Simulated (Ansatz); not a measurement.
SiB$_{2}$Mo$_{2}$ in space group Cmmm (No. 65; Si on 2a, Mo on 4j, B on 4i) under volume change, the program Ansatz at the r²SCAN level (PAW), shape and atoms relaxed at each volume.

```json
[
 {"V (Å³/atom)": "9.632", "E − E(relaxed) (meV/atom)": "87.2", "P (GPa)": "32.24"},
 {"V (Å³/atom)": "9.949", "E − E(relaxed) (meV/atom)": "36.4", "P (GPa)": "19.45"},
 {"V (Å³/atom)": "10.267", "E − E(relaxed) (meV/atom)": "8.6", "P (GPa)": "8.94"},
 {"V (Å³/atom)": "10.584", "E − E(relaxed) (meV/atom)": "0.0", "P (GPa)": "0.00"},
 {"V (Å³/atom)": "10.902", "E − E(relaxed) (meV/atom)": "7.5", "P (GPa)": "-7.34"},
 {"V (Å³/atom)": "11.219", "E − E(relaxed) (meV/atom)": "28.6", "P (GPa)": "-13.76"}
]
```

Problem. What does a third-order Birch–Murnaghan fit give for V₀, B₀ and B′?

Solution. V₀ = 10.59 Å³/atom, B₀ = 271 GPa, B′ = 4.9.

The start of the workflow was typed in or built on a structure type; neither database checked (COD, Materials Project) lists it. Its standing as an ambient phase is unchecked. The cell was relaxed with r²SCAN under the symmetry of its start; whether a distortion lowers the energy is not shown. No spin polarisation was allowed.

Potentials: the later of the program's two PAW sets.
